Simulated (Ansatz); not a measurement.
LaScHO$_{2}$ in space group P4/mmm (No. 123; La on 1d, Sc on 1a, O on 2f, H on 1b) at seven volumes, DFT-PBE in the program Ansatz with PAW potentials, shape and atoms relaxed at each. One row is withheld.

| V (Å³/atom) | P (GPa) |
|---|---|
| 11.830 | 13.86 |
| 12.220 | ? |
| 12.610 | 3.90 |
| 13.000 | 0.00 |
| 13.390 | -3.31 |
| 13.780 | -6.13 |
| 14.170 | -8.54 |

Question: Fit the shown pressures and predict the withheld one.

Answer: Third-order Birch–Murnaghan: P = (3/2)B₀(x^(7/2) − x^(5/2))[1 + (3/4)(B′ − 4)(x − 1)] with x = (V₀/V)^(2/3). Least squares on the six rows gives V₀ = 13.000 Å³/atom, B₀ = 119.5 GPa, B′ = 4.36. At V = 12.220, x = 1.0421 and P = 8.46 GPa. The run itself gave 8.48 GPa.

The start of the workflow was typed in or built on a structure type; neither database checked (COD, Materials Project) lists it. Its standing as an ambient phase is unchecked. Symmetry was held in the PBE relaxation; whether a distortion lowers the energy is not shown. No spin polarisation was allowed. Scalar-relativistic: spin–orbit coupling is off unless named, which matters more the heavier the elements.

Potentials: the earlier of the program's two PAW sets.
